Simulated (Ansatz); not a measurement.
The calculation used Ansatz, DFT PBE, scalar-relativistic, plane waves, PAW. Settings: cutoff 420 eV, Γ-centred meshes spaced at most about 0.3 Å⁻¹, and about 0.25 Å⁻¹ or finer for metals (2π included), Gaussian smearing. No spin polarisation in the final relaxations.

Each of these unrelaxed guesses is relaxed in cell and atoms within its symmetry. A guess keeps its type if space group and coordination stay and the shape of the cell changes little (axis ratios within about 15 %, angles within 6°); the volume may change.

1. Y2SiClF

Space group P3m1 (No. 156). a = 4.019 Å, b = 4.019 Å, c = 8.701 Å, α = 90.00°, β = 90.00°, γ = 120.00°
| atom | site | symmetry | x | y | z |
| --- | --- | --- | --- | --- | --- |
| Y | 1a | 3m. | 0.0000 | 0.0000 | 0.0000 |
| Y | 1b | 3m. | 0.3333 | 0.6667 | 0.3239 |
| Si | 1a | 3m. | 0.0000 | 0.0000 | 0.5770 |
| Cl | 1c | 3m. | 0.6667 | 0.3333 | 0.5141 |
| F | 1a | 3m. | 0.0000 | 0.0000 | 0.7515 |

2. Sn2As

Space group Fm-3m (No. 225). a = 7.398 Å, b = 7.398 Å, c = 7.398 Å, α = 90.00°, β = 90.00°, γ = 90.00°
```
atom  site  symmetry       x       y       z
  Sn    8c      -43m  0.2500  0.7500  0.7500
  As    4a      m-3m  0.0000  0.0000  0.0000
```

Question: Which keep their type?

Answer: Guess 2 keeps its type. Symmetry leaves only the cell edge free in guess 2, so these can't change.

```json
{"guess": "1", "kept": "no", "start group": "P3m1", "end group": "P3m1", "V start (Å³/atom)": "24.3", "V end": "27.3", "b/a and c/a, end over start": "1.00, 1.39", "nearest neighbours start": "Cl 3, F 1, Si 1, Y 1/6", "nearest neighbours end": "Cl 3, F 1, Si 4, Y 1/6"}
{"guess": "2", "kept": "yes", "start group": "Fm-3m", "end group": "Fm-3m", "V start (Å³/atom)": "33.7", "V end": "29.0", "b/a and c/a, end over start": "1.00, 1.00", "nearest neighbours start": "As 8, Sn 4", "nearest neighbours end": "As 8, Sn 4"}
```

Neighbours count within 15 % of an atom's shortest distance; end groups are read at 0.02 Å (0.05 Å in metals).

Weakly bound directions are ill-defined at this level, which has no dispersion term (Y2SiClF P3m1). In Sn2As Fm-3m an odd number of electrons in the primitive cell allows no gap without spin; a larger cell or a magnetic state could open one. A magnetic state wasn't ruled out in cells without spin, among them Sn2As Fm-3m. Cells relaxed within their symmetry can be saddle points.

In counts of neighbours, a slash parts the counts of unlike sites.
